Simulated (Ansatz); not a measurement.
Consider the following.

Zr:
```yaml
crystal:
  lattice:
    - [0.00000, 3.06882, 3.06882]
    - [3.06882, 0.00000, 3.06882]
    - [3.06882, 3.06882, 0.00000]
  atoms:
    - { symbol: Zr, position: [0.00000, 0.00000, 0.00000] }
    - { symbol: Zr, position: [0.25000, 0.25000, 0.25000] }
```

This is the PBEsol-relaxed structure.

### Question
All from plane-wave PAW PBEsol (Ansatz code), unless another level is named. Give the density of states at the Fermi level.

### Answer
2.4 states/eV per atom (mean over ±0.08 eV).

### Question
Next, the gap with spin–orbit coupling?

### Answer
none (metallic).

Space group Fd-3m (diamond). The start of the workflow was typed in or built on a structure type; neither database checked (COD, Materials Project) lists it. It is not the phase usual at ambient conditions (space group No. 194). Symmetry was held in the PBEsol relaxation. At this level the phase is dynamically unstable (imaginary phonons). No spin polarisation was allowed. The volume moved by -22 % from the start of the relaxation. Spin–orbit coupling is left out wherever it is not named.

Potentials: the later of the program's two PAW sets.
